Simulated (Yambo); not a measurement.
K₂TiF₆ (space group P-3m1, No. 164): how the kernel and the scissor change the optical response along x (Yambo; 3×3×4 mesh, 111 bands, 3 Ry local-field block, 0.2 eV broadening). Axes are Cartesian, with cell vectors (Å) (5.69, 0.00, 0.00), (-2.84, 4.92, 0.00), (0.00, 0.00, 4.59).

```
level                                                                    ε(0)  highest point of Im ε up to 20 eV
-----------------------------------------------------------------------  ----  ---------------------------------
independent particles on LDA bands                                       2.75                    above the range
RPA with local fields on LDA bands                                       2.35                            9.88 eV
RPA with local fields on LDA bands shifted by a G0W0 scissor of 4.53 eV  2.01                           14.38 eV
TDDFT with the adiabatic LDA kernel on LDA bands                         2.42                            9.75 eV
```

Energies lie on a grid of 0.125 eV.

Electronic response only. Convergence of the RPA response with its 3×3×4 mesh was not tested. The scissor comes from a G0W0 run whose convergence isn't established.

Geometry of the Materials Project entry, not relaxed at this level; primitive cell a = b = 5.685 Å, c = 4.590 Å, α = β = 90.00°, γ = 120.00°.
